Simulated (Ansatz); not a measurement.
The cell is Ga₄SbP₃ as one 8-atom ordering (Pmm2) on the zincblende lattice; cell and atoms were relaxed with r2SCAN. Space group Pmm2 (No. 25), orthorhombic; a = 3.973 Å, b = 7.954 Å, c = 5.610 Å in the conventional setting, 22.16 Å³ an atom. P has 4 Ga at 2.39–2.40 Å; Ga has 3 P at 2.35–2.39 Å and 1 Sb at 2.60 Å; P has 4 Ga at 2.35–2.40 Å; Ga has 4 P at 2.40 Å; Sb has 4 Ga at 2.57–2.60 Å; Ga has 2 P at 2.39 Å and 2 Sb at 2.57 Å.

```
P Ga Sb
1.0
     3.97301    0.00000    0.00000
     0.00000    7.95377    0.00000
     0.00000    0.00000    5.61018
P Ga Sb
3 4 1
Direct
  0.00000 0.23848 0.00045
  0.50000 0.00000 0.50108
  0.00000 0.76152 0.00045
  0.50000 0.23046 0.76299
  0.00000 0.00000 0.26226
  0.50000 0.76954 0.76299
  0.00000 0.50000 0.20971
  0.50000 0.50000 0.50008
```

3 runs of the plane-wave code Ansatz on this cell differ in the functional (and in the settings that go with it). Levels are in eV from each run's valence top; v1 is the last filled band, c1 the first empty one.

Run A, mean stress +2.3 GPa (compression positive):

| point | v2 | v1 | c1 | c2 |
| --- | --- | --- | --- | --- |
| Γ | -0.43 | -0.02 | 0.52 | 0.95 |
| X | -2.08 | -1.19 | 0.88 | 1.06 |
| S | -2.64 | -2.54 | 1.88 | 2.18 |
| Y | -1.19 | 0.00 | 1.13 | 1.47 |
| Z | -1.36 | -0.58 | 0.62 | 0.83 |
| U | -1.57 | -1.14 | 0.54 | 1.07 |

Run B, mean stress 0.0 GPa (compression positive):

| point | v2 | v1 | c1 | c2 |
| --- | --- | --- | --- | --- |
| Γ | -0.44 | -0.02 | 0.86 | 1.18 |
| X | -2.17 | -1.25 | 1.11 | 1.30 |
| S | -2.76 | -2.64 | 2.12 | 2.44 |
| Y | -1.24 | 0.00 | 1.36 | 1.75 |
| Z | -1.43 | -0.61 | 0.93 | 1.12 |
| U | -1.64 | -1.19 | 0.85 | 1.41 |

Run C, mean stress +0.3 GPa (compression positive):

| point | v2 | v1 | c1 | c2 |
| --- | --- | --- | --- | --- |
| Γ | -0.48 | -0.03 | 1.87 | 2.28 |
| X | -2.30 | -1.32 | 2.08 | 2.35 |
| S | -2.89 | -2.75 | 3.20 | 3.50 |
| Y | -1.32 | 0.00 | 2.44 | 2.83 |
| Z | -1.48 | -0.64 | 1.98 | 2.20 |
| U | -1.69 | -1.26 | 1.90 | 2.48 |

Task: Match the runs to PBE, r2SCAN, PBE0.

Result: A is PBE, B is r2SCAN, C is PBE0. In order of the gap: PBE 0.52, r2SCAN 0.85, PBE0 1.87 eV. The stress vanishes for r2SCAN, which relaxed the cell.

All values are calculated for a non-magnetic cell, which may be hypothetical.

No spin-orbit coupling is included; it can move band edges with weight on the heavy atoms by tenths of an eV.

The program warns that its thresholds are loose for a hybrid's stress.

The meshes of the hybrids are coarse, so their gaps aren't converged to the digits shown.
